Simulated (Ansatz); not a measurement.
Sr$_{3}$Ti$_{2}$O$_{7}$:
```
CELL_PARAMETERS angstrom
     -1.95109     1.95109    10.17188
      1.95109    -1.95109    10.17188
      1.95109     1.95109   -10.17188
ATOMIC_POSITIONS crystal
  Sr 0.31569 0.31569 0.00000
  Sr 0.68431 0.68431 0.00000
  Sr 0.50000 0.50000 0.00000
  Ti 0.09755 0.09755 0.00000
  Ti 0.90245 0.90245 0.00000
  O  0.40387 0.90387 0.50000
  O  0.59613 0.09613 0.50000
  O  0.90387 0.40387 0.50000
  O  0.09613 0.59613 0.50000
  O  0.80645 0.80645 0.00000
  O  0.19355 0.19355 0.00000
  O  0.00000 0.00000 0.00000
```

Relaxed with r²SCAN. r²SCAN in the plane-wave PAW code Ansatz gives a gap of 2.35 eV.

Task: What gap does HSE06 give on the same cell (Ansatz, PAW)?

Result: 3.44 eV, 1.09 eV more. The hybrid was solved on a coarser mesh and at special points; the gap given is the minimum over both.

| k | v1 r²SCAN | c1 r²SCAN | v1 HSE06 | c1 HSE06 |
|---|---|---|---|---|
| Γ | -0.28 | 2.35 | -0.29 | 3.44 |
| M | -0.33 | 2.35 | -0.34 | 3.44 |
| X | 0.00 | 4.39 | ? | ? |
| P | -0.10 | 4.42 | ? | ? |
| N | -0.11 | 3.12 | ? | ? |
| S0 | -0.12 | 3.12 | ? | ? |
| R | -0.01 | 4.38 | -0.01 | 5.68 |

Task: Top valence (v1) and lowest conduction level (c1) in eV from each method's valence maximum (which need not be a listed point): supply the withheld HSE06 values.

Result: 
- N, v1 HSE06: -0.12
- N, c1 HSE06: 4.27
- X, v1 HSE06: 0.00
- X, c1 HSE06: 5.69
- S0, v1 HSE06: -0.12
- S0, c1 HSE06: 4.28
- P, v1 HSE06: -0.10
- P, c1 HSE06: 5.73

Cost on shared cores: the r²SCAN run (SCF on a 10×10×10 mesh, then bands and DOS) around 10 core-minutes (rough), the HSE06 run (SCF on 6×6×6, then a few points) about 40 core-minutes (a rough figure); the tasks are unlike.

Space group I4/mmm. The workflow started from a Materials Project entry (that database holds measured and hypothetical structures alike); the Crystallography Open Database files this formula in space group No. 139, but the cells were not matched. Its standing as an ambient phase is unchecked. The r²SCAN relaxation kept the symmetry of its start; its stability against distortions is not shown here. No spin polarisation was allowed. Scalar-relativistic: spin–orbit coupling is off unless named, which matters more the heavier the elements.

Potentials: the later of the program's two PAW sets.
